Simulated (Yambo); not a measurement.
G0W0@PBEsol for RbBr (rock salt, space group Fm-3m, No. 225) in Yambo. Reference settings: 4×4×4 Γ-centred k mesh, 224 bands and a 7 Ry block in the screening, 224 bands in G with the Bruneval-Gonze terminator, plasmon pole fitted at 27.2 eV. The PBEsol gap Γ → Γ on this mesh is 4.06 eV; G0W0 gaps are taken between the same points.

The settings were changed. The gap went from 6.58 eV to 6.54 eV, and the shift of the valence edge from -1.84 eV to -1.76 eV.

**Question.** Name the change that produced these shifts.
A) 138 bands in W, 138 bands in G
B) no random integration
C) 3 Ry block
D) 78 bands in W, 78 bands in G

**Answer.** A, 138 bands in W, 138 bands in G. The others gave (gap, valence shift): 78 bands in W, 78 bands in G: 6.51, -1.62 eV; no random integration: 6.47, -1.64 eV; 3 Ry block: 6.36, -1.67 eV.

Spin-orbit coupling is included.

Geometry relaxed with PBEsol; primitive cell a = 4.8389 Å, b = 4.8389 Å, c = 4.8389 Å, α = 60.00°, β = 60.00°, γ = 60.00°.

A shift is the quasiparticle energy of the state minus its PBEsol energy.
